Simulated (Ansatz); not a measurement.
**What DFT gives for KAlGe4O6**

```
Ge K Al O
1.0
     4.96710    0.00000    0.00000
    -2.48355    4.30164    0.00000
     0.00000    0.00000    8.41038
Ge K Al O
4 1 1 6
Cartesian
  0.0000 2.8678 2.4834
  2.4836 1.4339 2.4834
  0.0000 2.8678 5.9270
  2.4836 1.4339 5.9270
  0.0000 0.0000 0.0000
  0.0000 0.0000 4.2052
  1.2418 2.1508 1.5652
  -1.2418 2.1508 1.5652
  2.4836 0.0000 1.5652
  1.2418 2.1508 6.8452
  2.4836 0.0000 6.8452
  -1.2418 2.1508 6.8452
```

Level: r2SCAN, no spin polarisation; 500 eV; 6×6×3 Γ-centred mesh; methfessel-paxton occupations (width 0.0341 eV); Ansatz 0.2.0, fixed geometry.

(1) What does the stress say?

(2) What do density and ELF say about some of the short contacts?

(3) Is it stable against the elements?

(4) Which element gives electrons and which takes them?

(5) Is there a gap?

Origin: a known structure type with other elements, at an estimated volume, so it need not be a known compound. Caveats: many states at the Fermi level without spin polarisation, so a magnetic state may lie lower; atoms or cell far from equilibrium.

Results:

(1) The pressure is 22.0 GPa (compression positive), so with the atoms held at these fractions the cell would first expand; the forces are large, so a full relaxation may end otherwise. The principal stresses 8.3, 28.8, 28.8 GPa differ, so its shape would change too.

(2) Ge–O at 1.70 Å: least valence density 1.19 e/Å³ and ELF 0.47 there. K–O at 2.94 Å: least valence density 0.07 e/Å³ and ELF 0.02 there. Al–Ge at 3.34 Å: least valence density 0.10 e/Å³ and ELF 0.33 there. These are pseudo-fields; inside the PAW spheres they differ from the all-electron ones.

(3) -0.86 eV an atom against the elements' usual phases (free molecules for gases, crystals otherwise, with no correction for O₂ or N₂), so it is bound against them; other compounds may still compete. Relaxing would lower it.

(4) Bader charges in e: K +0.89, Al +0.42, Ge +1.58, O -1.27. In the mean Ge gives up most and O takes most.

(5) It is a metal, with about 3.6 states/eV a cell as the mean within 0.25 eV of the Fermi level, mostly O p (33 %), Ge s (28 %) and Ge p (24 %).
